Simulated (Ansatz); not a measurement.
Given:

ZrGeO3:
```xyz
5
Lattice="3.9863 0.0000 0.0000 0.0000 3.9863 0.0000 0.0000 0.0000 4.3449" Properties=species:S:1:pos:R:3 pbc="T T T"
Zr     1.9931     1.9931     2.5164
Ge     0.0000     0.0000     0.8477
O      0.0000     1.9931     1.9532
O      1.9931     0.0000     1.9532
O      1.9931     1.9931     0.0732
```

This is the PBEsol-relaxed structure.

Question: All from PBEsol (plane waves, PAW; program Ansatz), unless another level is named. Predict the smallest direct gap on the standard path.

Answer: 2.22 eV.

Question: Predict the formation energy from the elements (no fitted shifts).

Answer: -2.25 eV/atom.

Question: Predict the band gap.

Answer: 1.39 eV (indirect).

Question: Next, the electron effective mass?

Answer: 0.50, 0.57, 0.57 mₑ (principal values).

Question: And the conduction-band minimum?

Answer: at Z.

Space group P4mm. The start of the workflow was typed in or built on a structure type; neither database checked (COD, Materials Project) lists it. Its standing as an ambient phase is unchecked. Symmetry was held in the PBEsol relaxation. At this level the phase is dynamically unstable (imaginary phonons). The run is not spin-polarised. The references are the lowest solids computed at this level, not always the standard phases (solids in place of the gases). Spin–orbit coupling is left out wherever it is not named.

Potentials: the earlier of the program's two PAW sets. The files were generated under PBE; for other functionals the program regenerates the frozen cores, and for LDA and PBEsol the local potential too.
